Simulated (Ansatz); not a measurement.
Here is the system:

CdS:
```
CdS
1.0
    0.00000     2.93890     2.93890
    2.93890     0.00000     2.93890
    2.93890     2.93890     0.00000
S Cd
1 1
Cartesian
  4.40836   4.40836   4.40836
  0.00000   0.00000   0.00000
```

This is the r²SCAN-relaxed structure. Cartesian axes are those of the cell as given.

### Question
All from DFT-r²SCAN in the program Ansatz with PAW potentials, unless another level is named. Predict the vibrational entropy at 300 K.

### Answer
36.5 J/(K·mol of atoms).

### Question
Next, the Young's modulus?

### Answer
46.8 GPa.

### Question
Next, the highest zone-centre frequency (without LO–TO term)?

### Answer
28.3 meV.

### Question
What about the piezoelectric stress constants (proper, relaxed ions, C/m²)?

### Answer
e14 = e25 = e36 = -0.29.

Space group F-43m (zinc blende). The r²SCAN relaxation kept the symmetry of its start; phonons on a q-mesh show no instability.

Potentials: the later of the program's two PAW sets.
